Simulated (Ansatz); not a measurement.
Rh (fcc, Cu type), conventional cell a = 3.8301 Å, b = 3.8301 Å, c = 3.8301 Å, α = 90.00°, β = 90.00°, γ = 90.00°. The calculation uses the primitive cell of 1 atom, to which meshes and values per cell refer.

Two coordinates are scanned: the volume, and the ratio of the stretch along z (the conventional c axis) to the stretch across it. Atoms keep their fractional coordinates.

Method: PBE (plane waves to 420 eV, PAW, scalar-relativistic; Ansatz, a quantum-chemistry and plane-wave program). k mesh 21×21×21 (Γ-centred), Fermi-Dirac smearing 0.05 eV. Compression counts positive. With partly filled bands, the response to shear is sensitive to the k mesh, so small differences along c/a are uncertain. Rh is run without spin polarisation. Rh was relaxed with its symmetry unable to fall. The last digit holds for this mesh only.

Changes of σxx (GPa) from the point V/V₀ = 1.000, (c/a)/(c/a)₀ = 1.000 when one coordinate moves alone (two changes are said to add if the coupling is within 5 % of the smaller one, nearly so within 20 %):

```
point                               change
----------------------------------  ------
V/V₀ = 1.000, (c/a)/(c/a)₀ = 0.880   -5.80
V/V₀ = 1.000, (c/a)/(c/a)₀ = 0.920   -4.75
V/V₀ = 1.000, (c/a)/(c/a)₀ = 0.960   -2.81
V/V₀ = 0.920, (c/a)/(c/a)₀ = 1.000   26.57
V/V₀ = 0.947, (c/a)/(c/a)₀ = 1.000   16.22
V/V₀ = 0.973, (c/a)/(c/a)₀ = 1.000    7.45
V/V₀ = 1.027, (c/a)/(c/a)₀ = 1.000   -6.31
V/V₀ = 1.053, (c/a)/(c/a)₀ = 1.000  -11.65
V/V₀ = 1.080, (c/a)/(c/a)₀ = 1.000  -16.17
V/V₀ = 1.000, (c/a)/(c/a)₀ = 1.040    3.42
V/V₀ = 1.000, (c/a)/(c/a)₀ = 1.080    7.21
V/V₀ = 1.000, (c/a)/(c/a)₀ = 1.120   11.21
```

Question: Do the two effects add at V/V₀ = 1.053, (c/a)/(c/a)₀ = 0.920? Give the computed change.

Answer: The sum of the single changes is -11.65 + (-4.75) = -16.40; the calculation gives -15.70, so the coupling contributes 0.70 (under 20 % of the smaller single change, nearly additive).

Question: Do the two effects add at V/V₀ = 1.027, (c/a)/(c/a)₀ = 1.040? Give the computed change.

Answer: The sum of the single changes is -6.31 + (3.42) = -2.89; the calculation gives -3.15, so the coupling contributes -0.26 (under 20 % of the smaller single change, nearly additive).

(Under strain, the slope of the energy per volume gives the stress and its curvature an elastic modulus.)
